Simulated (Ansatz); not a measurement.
Method: Ansatz 0.2.0, DFT PBE, scalar-relativistic, plane waves, PAW. All cells share a 420 eV cutoff and Γ-centred k meshes spaced at most about 0.3 Å⁻¹ (about 0.25 or finer for metals, 2π included). Collinear spin in cells that started with moments and kept them past the coarse steps, no spin elsewhere.

All energies are static (0 K, no zero-point motion).

Two forms of VTeSe were relaxed alike.

A. (site moments V 0.9 (×2); Te -0.1 (×2) μB)

```yaml
crystal:
  lattice:
    - [4.45719, 0.00000, 0.00000]
    - [0.00000, 4.45719, 0.00000]
    - [0.00000, 0.00000, 7.56471]
  atoms:
    - { symbol: V, position: [0.00000, 0.00000, 0.00000] }
    - { symbol: V, position: [0.50000, 0.50000, 0.00000] }
    - { symbol: Te, position: [0.00000, 0.50000, 0.75335] }
    - { symbol: Te, position: [0.50000, 0.00000, 0.24665] }
    - { symbol: Se, position: [0.00000, 0.50000, 0.17556] }
    - { symbol: Se, position: [0.50000, 0.00000, 0.82444] }
```

B. (site moments under 0.1 μB)

```yaml
crystal:
  lattice:
    - [4.13119, 0.00000, 0.00000]
    - [-2.06560, 3.57772, 0.00000]
    - [0.00000, 0.00000, 5.24110]
  atoms:
    - { symbol: V, position: [0.00000, 0.00000, 0.50000] }
    - { symbol: Te, position: [0.00000, 0.00000, 0.00000] }
    - { symbol: Se, position: [0.33333, 0.66667, 0.50000] }
```

Task: Which is lower in energy, and by how much?

Result: A is lower, by 171 meV/atom. A has space group P4/nmm (No. 129), 25.0 Å³/atom and no gap on its mesh; B has space group P-6m2 (No. 187), 25.8 Å³/atom and no gap. Counting Se or Te atoms around V (for each partner element, those within 1.25 times its shortest distance or 1.15 times the sum of covalent radii, where it is the nearest in units of that sum or under 1.3), A has V 8 and B has V 5. Their magnetic states differ too, which can make part of the margin. In A, V is surrounded by 4 Se at 2.59 Å, 4 Te at 2.91 Å and 4 V at 3.15 Å; Te is surrounded by 4 V at 2.91 Å and 5 Se at 3.19–3.20 Å; Se has 4 V at 2.59 Å and 5 Te at 3.19–3.20 Å. In B, around V lie 3 Se at 2.39 Å and 2 Te at 2.62 Å; around Te lie 2 V at 2.62 Å; Se has 3 V at 2.39 Å. Both come from invented guesses.

Weakly bound directions are ill-defined at this level, which has no dispersion term (P4/nmm), and this can change margins and order among such cells. These runs have no spin–orbit coupling, which can matter for Te. No Hubbard U is applied to the 3d shell of V. The magnetic state reached may not be the lowest. Cells relaxed within their symmetry can be saddle points. Some types were kept out of the candidates beforehand, so the set may lack a known form.
